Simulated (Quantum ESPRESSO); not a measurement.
## Si6BN (input and log of a self-consistent run)

Computed values, not a measurement. The program is pw.x of Quantum ESPRESSO 7.5 (plane-wave density functional theory). The cell is made up: 8 atoms on a zincblende/diamond lattice, with randomly drawn elements, strain and displacements, not relaxed. PseudoDojo standard norm-conserving files (v0.5 for PBE, v0.4.1 for LDA and PBEsol) set the functional; there is no spin polarisation, spin-orbit coupling or dispersion term, and the masses in the input are unused placeholders.

Input:

```
&control calculation='scf', pseudo_dir='./dojo.nc.sr.pbe.v0_5.standard.upf', outdir='./o', disk_io='medium', tprnfor=.true., tstress=.true. /
&system ibrav=0, nat=8, ntyp=3, nbnd=26, ecutwfc=84.00895049, nosym=.true., tot_charge=0,
 occupations='smearing', smearing='fd', degauss=0.0073498644
/
&electrons conv_thr=7.350e-09, electron_maxstep=60, /
ATOMIC_SPECIES
B 1.0 B.upf
N 1.0 N.upf
Si 1.0 Si.upf
CELL_PARAMETERS angstrom
5.3948 0.0321 0.0336
0.0321 5.4337 -0.0059
0.0329 -0.0058 5.3997
ATOMIC_POSITIONS angstrom
Si 0.0068 0.1178 0.0192
Si 0.0042 2.6918 2.561
B 2.6774 -0.0106 2.6625
N 2.7401 2.7995 -0.0951
Si 1.3699 1.2715 1.4003
Si 1.4033 4.1285 4.0082
Si 4.0063 1.3453 4.1046
Si 4.1306 4.1069 1.3444
K_POINTS automatic
6 6 6 1 1 1
```

The log is shortened where brackets say so; the opening notice, blank lines, dates and the lines on written files are dropped, and the path of the files is cut. It prints rydbergs, bohrs and kilobars, and counts compression as positive stress.

```
     Program PWSCF v.7.5
     Parallel version (MPI & OpenMP), running on       1 processor cores
     Number of MPI processes:                 1
     Threads/MPI process:                     1
     [start-up lines left out]
     bravais-lattice index     =            0
     lattice parameter (alat)  =      10.1951  a.u.
     unit-cell volume          =    1068.0829 (a.u.)^3
     number of atoms/cell      =            8
     number of atomic types    =            3
     number of electrons       =        32.00
     number of Kohn-Sham states=           26
     kinetic-energy cutoff     =      84.0090  Ry
     charge density cutoff     =     336.0358  Ry
     scf convergence threshold =      7.3E-09
     mixing beta               =       0.7000
     number of iterations used =            8  plain     mixing
     Exchange-correlation= PBE
                           (   1   4   3   4   0   0   0)
     [axes and pseudopotential details left out]
   Cartesian axes
     site n.     atom                  positions (alat units)
         1        Si     tau(   1) = (   0.0012604   0.0218350   0.0035589  )
         2        Si     tau(   2) = (   0.0007785   0.4989435   0.4746988  )
         3        B      tau(   3) = (   0.4962743  -0.0019648   0.4935125  )
         4        N      tau(   4) = (   0.5078962   0.5189064  -0.0176274  )
         5        Si     tau(   5) = (   0.2539203   0.2356812   0.2595551  )
         6        Si     tau(   6) = (   0.2601112   0.7652456   0.7429472  )
         7        Si     tau(   7) = (   0.7425950   0.2493605   0.7608156  )
         8        Si     tau(   8) = (   0.7656348   0.7612419   0.2491937  )
     number of k points=   108  Fermi-Dirac smearing, width (Ry)=  0.0073
     Number of k-points >= 100: set verbosity='high' to print them.
     Dense  grid:   111077 G-vectors     FFT dimensions: (  60,  60,  60)
     Estimated max dynamical RAM per process >     126.21 MB
     Initial potential from superposition of free atoms
     starting charge      31.9961, renormalised to      32.0000
     Starting wfcs are   32 randomized atomic wfcs
     total cpu time spent up to now is       20.3 secs
     per-process dynamical memory:    98.8 Mb
     Self-consistent Calculation
     iteration #  1     ecut=    84.01 Ry     beta= 0.70
     Davidson diagonalization with overlap
     ethr =  1.00E-02,  avg # of iterations =  3.2
     total cpu time spent up to now is       81.1 secs
     total energy              =     -76.80563410 Ry
     estimated scf accuracy    <       0.63081163 Ry
     iteration #  2     ecut=    84.01 Ry     beta= 0.70
     Davidson diagonalization with overlap
     ethr =  1.97E-03,  avg # of iterations =  3.4
     total cpu time spent up to now is      138.9 secs
     total energy              =     -76.65063343 Ry
     estimated scf accuracy    <       2.50332909 Ry
     iteration #  3     ecut=    84.01 Ry     beta= 0.70
     Davidson diagonalization with overlap
     ethr =  1.97E-03,  avg # of iterations =  2.3
     total cpu time spent up to now is      195.7 secs
     total energy              =     -77.03380070 Ry
     estimated scf accuracy    <       0.22065076 Ry
     iteration #  4     ecut=    84.01 Ry     beta= 0.70
     Davidson diagonalization with overlap
     ethr =  6.90E-04,  avg # of iterations =  2.0
     total cpu time spent up to now is      256.8 secs
     total energy              =     -77.07617739 Ry
     estimated scf accuracy    <       0.02562552 Ry
     iteration #  5     ecut=    84.01 Ry     beta= 0.70
     Davidson diagonalization with overlap
     ethr =  8.01E-05,  avg # of iterations =  6.8
     total cpu time spent up to now is      317.2 secs
     total energy              =     -77.08106405 Ry
     estimated scf accuracy    <       0.00253149 Ry
     iteration #  6     ecut=    84.01 Ry     beta= 0.70
     Davidson diagonalization with overlap
     ethr =  7.91E-06,  avg # of iterations =  5.7
     total cpu time spent up to now is      370.4 secs
     total energy              =     -77.08149917 Ry
     estimated scf accuracy    <       0.00019362 Ry
     iteration #  7     ecut=    84.01 Ry     beta= 0.70
     Davidson diagonalization with overlap
     ethr =  6.05E-07,  avg # of iterations =  3.6
     total cpu time spent up to now is      425.0 secs
     total energy              =     -77.08155058 Ry
     estimated scf accuracy    <       0.00003781 Ry
     iteration #  8     ecut=    84.01 Ry     beta= 0.70
     Davidson diagonalization with overlap
     ethr =  1.18E-07,  avg # of iterations =  2.5
     total cpu time spent up to now is      471.5 secs
     total energy              =     -77.08155998 Ry
     estimated scf accuracy    <       0.00000163 Ry
     iteration #  9     ecut=    84.01 Ry     beta= 0.70
     Davidson diagonalization with overlap
     ethr =  5.09E-09,  avg # of iterations =  3.9
     total cpu time spent up to now is      527.8 secs
     total energy              =     -77.08156044 Ry
     estimated scf accuracy    <       0.00000060 Ry
     iteration # 10     ecut=    84.01 Ry     beta= 0.70
     Davidson diagonalization with overlap
     ethr =  1.87E-09,  avg # of iterations =  2.0
     total cpu time spent up to now is      573.8 secs
     total energy              =     -77.08156050 Ry
     estimated scf accuracy    <       0.00000009 Ry
     iteration # 11     ecut=    84.01 Ry     beta= 0.70
     Davidson diagonalization with overlap
     ethr =  2.69E-10,  avg # of iterations =  2.4
     total cpu time spent up to now is      621.9 secs
     End of self-consistent calculation
     Number of k-points >= 100: set verbosity='high' to print the bands.
     the Fermi energy is     4.6312 ev
!    total energy              =     -77.08156052 Ry
     estimated scf accuracy    <          3.2E-09 Ry
     smearing contrib. (-TS)   =      -0.00311399 Ry
     internal energy E=F+TS    =     -77.07844653 Ry
     The total energy is F=E-TS. E is the sum of the following terms:
     one-electron contribution =       6.63055591 Ry
     hartree contribution      =      10.28651691 Ry
     xc contribution           =     -26.08975467 Ry
     ewald contribution        =     -67.90576467 Ry
     convergence has been achieved in  11 iterations
     Forces acting on atoms (cartesian axes, Ry/au):
     atom    1 type  3   force =    -0.00142516   -0.04583067   -0.01946012
     atom    2 type  3   force =     0.01225946   -0.00917117    0.06941040
     atom    3 type  1   force =     0.00805394   -0.00298981    0.00820166
     atom    4 type  2   force =     0.00911742   -0.01082668   -0.00550999
     atom    5 type  3   force =     0.10090125    0.00139549    0.02238385
     atom    6 type  3   force =     0.07137045   -0.00722949   -0.02130007
     atom    7 type  3   force =    -0.08539137    0.04049623   -0.04330534
     atom    8 type  3   force =    -0.11488599    0.03415611   -0.01042039
     Total force =     0.222418     Total SCF correction =     0.000065
     Computing stress (Cartesian axis) and pressure
          total   stress  (Ry/bohr**3)                   (kbar)     P=     -124.07
  -0.00082570  -0.00002441   0.00002339         -121.46       -3.59        3.44
  -0.00002441  -0.00087550  -0.00004516           -3.59     -128.79       -6.64
   0.00002339  -0.00004516  -0.00082912            3.44       -6.64     -121.97
     init_run     :     18.90s CPU     20.22s WALL (       1 calls)
     electrons    :    535.96s CPU    601.61s WALL (       1 calls)
     forces       :     12.81s CPU     12.97s WALL (       1 calls)
     stress       :     44.58s CPU     44.73s WALL (       1 calls)
     [timing details left out]
     PWSCF        :  10m12.69s CPU  11m21.35s WALL
     JOB DONE.
```

In other units: free energy -1048.748 eV for the cell, pressure -12.41 GPa, largest force component 2.954 eV/Å. A rerun of the same cell at another strain at 1437 eV and a 8 x 8 x 8 mesh moved values by no more than 0.009 eV in energy, 0.03 GPa in stress and 0.008 eV/Å in force.